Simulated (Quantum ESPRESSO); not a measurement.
Space group Pm-3m (No. 221); a = 4.425 Å, b = 4.425 Å, c = 4.425 Å, α = 90.00°, β = 90.00°, γ = 90.00°

| atom | site | symmetry | x | y | z |
|---|---|---|---|---|---|
| F | 3c | 4/mm.m | 0.0000 | 0.5000 | 0.5000 |
| Rb | 1a | m-3m | 0.0000 | 0.0000 | 0.0000 |
| Cd | 1b | m-3m | 0.5000 | 0.5000 | 0.5000 |

The geometry is that of Materials Project entry mp-6951, symmetrised and not relaxed again.

Q: What does norm-conserving LDA (Quantum ESPRESSO, 102 Ry, no spin-orbit coupling) give for the electronic structure near the Fermi level?

A: The LDA gap is indirect, 2.92 eV, from R to Γ; the smallest direct gap is 4.46 eV. Spin-orbit splittings are left out. The cell is held in this high symmetry; tilts and polar distortions were not searched.

The structure is a Materials Project entry; no match was found in the copy of COD used, and its stability was not checked.
